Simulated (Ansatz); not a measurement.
InGaN2:
```
InGaN2
1.0
    3.35353     0.00000     0.00000
   -1.67677     2.90424     0.00000
    0.00000     0.00000     5.49962
In Ga N
1 1 2
Cartesian
  0.00000   0.00000   5.48373
  1.67677   0.96808   2.72735
  1.67677   0.96808   0.80299
  0.00000   0.00000   3.31388
```

Relaxed with PBEsol. Independent-particle spectrum: no excitons, no local fields, no scissors shift; 0.1 eV broadening; ε₁ of the summed bands alone.

**Question.** Tabulate the dielectric function from plane-wave PAW PBEsol (Ansatz code).

**Answer.** 

```
E (eV)  ε₁ xx  ε₂ xx  ε₁ zz  ε₂ zz
------  -----  -----  -----  -----
0.0      8.60   0.00   8.26   0.00
0.4      9.27   1.56   8.63   0.05
0.8      7.59   2.10   9.21   1.56
1.2      7.00   2.00   8.21   2.37
1.6      6.76   1.93   7.57   2.56
2.0      6.63   1.96   7.20   2.61
2.4      6.60   1.99   7.02   2.64
2.8      6.67   2.02   6.99   2.71
3.2      7.12   2.07   7.12   2.85
3.6      7.29   3.30   7.43   3.16
4.0      7.12   3.42   7.92   3.81
4.4      7.70   4.55   8.51   5.29
4.8      5.65   5.35   7.48   8.76
5.2      6.49   4.81   3.01   7.66
5.6      5.02   7.30   2.99   5.93
6.0      3.49   5.26   3.34   5.75
6.4      4.07   5.31   3.12   5.71
6.8      4.29   5.86   2.80   6.90
7.2      3.42   7.38   1.54   5.87
7.6      1.02   5.56   1.00   4.96
8.0      3.05   6.36   0.21   5.05
8.4      1.15   5.96   1.87   3.24
8.8      0.29   5.04   1.64   3.81
9.2      2.38   4.89   2.97   3.77
9.6      0.80   7.10   2.44   6.99
10.0    -0.34   5.81   1.44   7.74
10.4    -1.50   6.24   0.61   7.34
10.8    -2.10   5.13  -3.39   6.38
11.2    -2.53   4.03  -3.63   3.84
11.6    -2.67   3.12  -2.69   2.53
12.0    -2.15   2.12  -2.05   2.01
```

**Question.** From ε at 1.3 eV (xx: 6.91 + 1.97i), find n, k, the normal reflectivity and the absorption coefficient.

**Answer.** n = 2.65, k = 0.371, R = 21 %, α = 2kE/ħc = 49000 cm⁻¹.

With all bands, ε∞ without local fields is 8.80 (xx = yy), 8.46 (zz). DFPT, with local fields, gives 8.52 (xx = yy), 8.20 (zz).

Space group P3m1. The first step of the workflow began from a Materials Project structure, measured or hypothetical; the Crystallography Open Database copy checked does not list it. With In and Ga taken as one species the cell has the higher symmetry P6_3mc, so it may be an ordered model of a mixed-site phase. Whether it is the stable phase at ambient conditions was not checked. Symmetry was held in the PBEsol relaxation; of distortions, only those at the zone centre were tested. Spin–orbit coupling is left out wherever it is not named.

Potentials: the later of the program's two PAW sets.
